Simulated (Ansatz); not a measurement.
Rough cost of magnetic runs on LaBr (R-3m) in Ansatz 0.2.0, 2 threads of Arm Neoverse V1, on a shared host.

```xyz
4
Lattice="2.0660 1.1928 10.6346 -2.0660 1.1928 10.6346 0.0000 -2.3857 10.6346" Properties=species:S:1:pos:R:3 pbc="T T T"
La    0.0000    0.0000   28.0787
La    0.0000    0.0000    3.8250
Br    0.0000    0.0000   19.3791
Br    0.0000    0.0000   12.5246
```

```json
{"run": "AE-PAW: volume scaled by 0.72", "functional, mesh": "LDA, 8×8×8", "k points solved": "65", "bands": "43", "iterations": "24", "wall time (s)": "63", "peak memory (GiB)": "1.2"}
{"run": "LAPW: volume scaled by 0.72", "functional, mesh": "LDA, 8×8×8", "k points solved": "65", "bands": "66", "iterations": "24", "wall time (s)": "190", "peak memory (GiB)": "1.1"}
{"run": "PAW: volume scaled by 1.1, no spin polarisation", "functional, mesh": "LDA, 8×8×8", "k points solved": "65", "bands": "22", "iterations": "8", "wall time (s)": "11", "peak memory (GiB)": "0.51"}
{"run": "PAW: volume scaled by 1.18, no spin polarisation", "functional, mesh": "LDA, 8×8×8", "k points solved": "65", "bands": "22", "iterations": "8", "wall time (s)": "15", "peak memory (GiB)": "0.54"}
{"run": "PAW: volume scaled by 1.1", "functional, mesh": "LDA, 8×8×8", "k points solved": "65", "bands": "23", "iterations": "19", "wall time (s)": "89", "peak memory (GiB)": "0.81"}
{"run": "LAPW: free moments", "functional, mesh": "LDA, 8×8×8", "k points solved": "65", "bands": "66", "iterations": "16", "wall time (s)": "130", "peak memory (GiB)": "1"}
{"run": "PAW: volume scaled by 1.18", "functional, mesh": "LDA, 8×8×8", "k points solved": "65", "bands": "23", "iterations": "18", "wall time (s)": "96", "peak memory (GiB)": "0.84"}
{"run": "PAW: free moments from the typed start", "functional, mesh": "LDA, 8×8×8", "k points solved": "65", "bands": "23", "iterations": "20", "wall time (s)": "66", "peak memory (GiB)": "0.76"}
{"run": "PAW: volume scaled by 0.95, start moments a quarter as large", "functional, mesh": "LDA, 8×8×8", "k points solved": "65", "bands": "23", "iterations": "22", "wall time (s)": "57", "peak memory (GiB)": "0.66"}
```

(1) Roughly how much dearer is an iteration by LAPW than by PAW among the runs with the first row's mesh and spin treatment (collinear)?

## Answers

(1) About 2 times (medians of wall time over iterations; times from a shared host are rough).
